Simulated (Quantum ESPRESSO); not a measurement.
## Calculated data, Hf3NbNO7 (made-up cell)

Computed with Quantum ESPRESSO 7.5. Calculation on a made-up crystal cell, not a measurement, run twice, once with a planted mistake found by running each candidate: periodic Kohn-Sham density functional theory in plane waves with PseudoDojo standard norm-conserving scalar-relativistic pseudopotentials, each functional with its own files (v0.5 for PBE, v0.4.1 for LDA and PBEsol), no spin polarisation, no spin-orbit coupling, atoms not relaxed, stress positive in tension, energies less a fixed whole-eV offset for each atom's element; levels are Kohn-Sham levels at fractions of this cell's reciprocal vectors, counted from the reference band (half the neutral cell's valence electrons, rounded up) at Gamma; error bars cover cutoff and k-mesh only, not smearing or the files; each bar is the largest change over components, and at least 0.002 eV, 0.002 eV per angstrom or 0.02 GPa; a charged cell sits in a uniform background, with energy and stress on this program's zero of potential; no dispersion term; energies are for the whole cell, and the offsets were chosen from early runs and are not element reference energies; a distance is the largest change of any value in units of its error bar (the energy's for the smearing term), a scale change is of lengths, and a coarse mesh keeps the half-step shift.

## Hf3NbNO7 (made-up cell)

Intended structure:
```
CELL_PARAMETERS angstrom
4.80190 -0.05590 -0.05040
-0.05590 4.80560 0.00660
-0.06660 0.00870 6.19070
ATOMIC_POSITIONS crystal
Hf 0.98319 0.97562 0.00204
Hf 0.51440 0.48548 0.28194
Hf 0.98904 0.99691 0.50086
Nb 0.49076 0.48098 0.75052
N 0.29599 0.29549 0.00629
O 0.68074 0.71157 0.98154
O 0.81117 0.17426 0.25519
O 0.20798 0.82991 0.25409
O 0.32178 0.28828 0.51130
O 0.67761 0.71978 0.50602
O 0.78596 0.19551 0.75908
O 0.19306 0.78881 0.75611
```

* lattice type: rutile, doubled along c
* intended functional: pbe
* intended cutoff: 1143 eV
* intended fermi dirac smearing: 0.025 eV
* intended scf tolerance: 1e-07 eV
* intended electrons removed: 0
* healthy free energy less offsets: -5.597 eV
* healthy scf iterations: 17
* healthy smearing term minus ts: 0 eV
* healthy pressure: 17.85 GPa
* healthy stress xx: -15.32 GPa
* healthy stress yy: -14.68 GPa
* healthy stress zz: -23.55 GPa
* healthy stress yz: -1.72 GPa
* healthy stress xz: -6.27 GPa
* healthy stress xy: -9.33 GPa
* healthy reference band: 48
* faulty free energy less offsets: -5.424 eV
* faulty scf iterations: 6
* faulty smearing term minus ts: 0 eV
* faulty pressure: 15.14 GPa
* faulty stress xx: -12.22 GPa
* faulty stress yy: -12.05 GPa
* faulty stress zz: -21.15 GPa
* faulty stress yz: -2.22 GPa
* faulty stress xz: -6.71 GPa
* faulty stress xy: -8.3 GPa
* faulty reference band: 48
* candidate k points along each vector: 2
* candidate cutoff: 837 eV
* candidate smearing: 0.82 eV
* candidate functional: lda
* candidate scf tolerance: 0.5 eV
* candidate electrons removed: 1
* candidate scale change: -0.78 percent
* candidate first exchanged site: 5
* candidate second exchanged site: 9
* intended k mesh: 5 x 5 x 4, shifted by half a step
* structure shown: as intended, without the mistake
* fault kind: loose scf
* other mistakes compared: 7
* distance from healthy: 391.7 error bars
* distance from nearest other mistake: 391.7 error bars
* healthy error bar energy: 0.004032 eV
* healthy error bar stress: 0.03238 GPa
* healthy error bar force: 0.002 eV/Å
* healthy error bar next band up: 0.002 eV

Atoms:
```
atoms element  atom site  atom energy offset (eV)
           Hf          1                    -1535
           Hf          2                    -1535
           Hf          3                    -1535
           Nb          4                    -1693
            N          5                     -283
            O          6                     -452
            O          7                     -452
            O          8                     -452
            O          9                     -452
            O         10                     -452
            O         11                     -452
            O         12                     -452
```

Healthy forces:
```
site  x (eV/Å)  y (eV/Å)  z (eV/Å)
   1     2.827     1.347    -0.259
   2    -1.294    -0.286     -7.07
   3     1.711     -0.63     1.291
   4    -1.944     -0.79     8.059
   5     1.872     2.223    -2.091
   6    -1.357    -2.092     0.709
   7    -1.784     2.323     0.054
   8     0.375    -1.942     1.332
   9    -1.072    -0.316    -0.458
  10     0.278    -0.278     1.104
  11     0.338     0.726    -1.461
  12     0.049    -0.284     -1.21
```

Healthy levels:
```
level k point  next band up (eV)
        Gamma              1.797
(1/2,1/2,1/2)              2.076
   (0.15,0,0)              1.904
   (0,0.15,0)                1.9
   (0,0,0.15)              1.856
```

Faulty forces:
```
site  x (eV/Å)  y (eV/Å)  z (eV/Å)
   1     2.955     1.443    -0.066
   2     -1.38    -0.337     -7.43
   3     1.754     -0.61      1.18
   4    -1.894    -0.721     8.073
   5     1.705     2.053    -1.895
   6    -1.303    -1.941     1.008
   7    -1.866     2.367    -0.124
   8     0.452    -1.949     1.215
   9    -1.121    -0.421    -0.671
  10     0.245    -0.276     0.931
  11     0.519     0.538    -1.241
  12    -0.065    -0.147    -0.981
```

Faulty levels:
```
level k point  next band up (eV)
        Gamma              1.206
(1/2,1/2,1/2)              1.293
   (0.15,0,0)              1.264
   (0,0.15,0)              1.282
   (0,0,0.15)              1.231
```

Candidate mistake: coarse kmesh, low cutoff, wide smearing, wrong functional, loose scf, wrong charge, cell scaled, atoms exchanged

Notes: the hafnium pseudopotential is less sure than the others, with forces about 3 percent (worst 6) and pressure in oxides about 1.5 GPa (worst 2.7) from a second method in checks, which the error bars do not cover.
